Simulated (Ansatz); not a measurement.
A geometry of NbRu away from equilibrium: step 3 of the relaxation of a relaxed NbRu cell shaken by Gaussian noise of σ = 0.08 Å a coordinate. Calculation: PBE (plane waves to 420 eV, PAW, scalar-relativistic; Ansatz, a first-principles code). Γ-centred k-mesh 11×5×5 on the run's cell (coarser than for final values), Fermi–Dirac smearing 0.05 eV. The plane waves were selected for a different cell earlier on the path.

```yaml
crystal:
  lattice:
    - [2.82437, -0.04829, -0.01151]
    - [-0.12605, 7.24334, -0.05869]
    - [-0.02873, -0.05611, 6.97194]
  atoms:
    - { symbol: Nb, position: [0.50820, 0.00912, 0.59975] }
    - { symbol: Nb, position: [0.00418, 0.99804, 0.25389] }
    - { symbol: Nb, position: [0.57874, 0.32207, 0.04236] }
    - { symbol: Nb, position: [0.30783, 0.66717, 0.03607] }
    - { symbol: Ru, position: [0.45393, 0.30918, 0.40406] }
    - { symbol: Ru, position: [0.48910, 0.70193, 0.40850] }
    - { symbol: Ru, position: [0.63626, 0.49356, 0.71472] }
    - { symbol: Ru, position: [0.54353, 0.98630, 0.94423] }
```

**Question.** Give the Cartesian forces on all atoms (eV/Å).

**Answer.** 
```tsv
atom	Fx	Fy	Fz
Nb1	-0.07	0.32	-0.19
Nb2	-0.01	0.20	0.88
Nb3	0.41	0.18	-0.14
Nb4	-0.95	-0.43	-0.01
Ru5	-0.49	-0.09	0.07
Ru6	0.29	-0.35	0.03
Ru7	0.50	0.34	0.06
Ru8	0.32	-0.18	-0.70
```

The path ends in P-1 (No. 2). No spin polarisation in the result.

The end of the path is a generated cell of NbRu: the first start was made by a random draw of sites in a space group, and the end was not matched to a known phase here, so it may be hypothetical.
